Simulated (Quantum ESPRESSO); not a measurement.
Parts of the isotropic shielding in Rb₂CoAgF₆, by PBE GIPAW on JTH datasets (Quantum ESPRESSO, modified build), 22.5 Ha, k-mesh 5×5×5 shifted:

```
AgCoRb2F6
1.0
    0.00000     4.30183     4.30183
    4.30183     0.00000     4.30183
    4.30183     4.30183     0.00000
Rb Co Ag F
2 1 1 6
Direct
  0.25000   0.25000   0.25000
  0.75000   0.75000   0.75000
  0.00000   0.00000   0.00000
  0.50000   0.50000   0.50000
  0.22035   0.22035   0.77965
  0.77965   0.77965   0.22035
  0.77965   0.22035   0.22035
  0.22035   0.77965   0.77965
  0.22035   0.77965   0.22035
  0.77965   0.22035   0.77965
```
The cell comes from the Materials Project (a computed structure). It is Rb2CoAgF6 in Fm-3m; whether this form has been observed was not checked. Stability against distortions was not tested. The run has no spin polarisation.

The core term is that of the free atom's frozen core; the paramagnetic column sums the reconstruction terms. Shieldings are absolute and leave out the bulk-susceptibility term; a larger σ means a smaller chemical shift. In our sweeps, cutoffs and meshes of this size left a few ppm, and up to some 20 ppm on atoms from Zn on. No spin–orbit coupling; Ag is the heaviest element present. With so small a Kohn–Sham gap, σ hangs strongly on the functional and the mesh. The structure is static (0 K, no zero-point motion).

```csv
site,core,bare (smooth current),diamagnetic correction,paramagnetic corrections,σ_iso (ppm)
"Rb (atoms 1, 2)",3328.1,118.3,-23.4,___,___
Co (atom 3),1773.8,-570.5,325.1,___,___
Ag (atom 4),4673.9,29.0,111.9,___,___
"F (atoms 5, 6, 7, 8, 9, 10)",306.4,171.2,50.6,___,___
```

**Question.** Fill in the missing entries.

**Answer.** 
- Rb (atoms 1, 2), paramagnetic corrections: -256.8
- Rb (atoms 1, 2), σ_iso (ppm): 3166.2
- Co (atom 3), paramagnetic corrections: -26115.2
- Co (atom 3), σ_iso (ppm): -24586.7
- Ag (atom 4), paramagnetic corrections: -1655.5
- Ag (atom 4), σ_iso (ppm): 3159.3
- F (atoms 5, 6, 7, 8, 9, 10), paramagnetic corrections: 264.4
- F (atoms 5, 6, 7, 8, 9, 10), σ_iso (ppm): 792.5
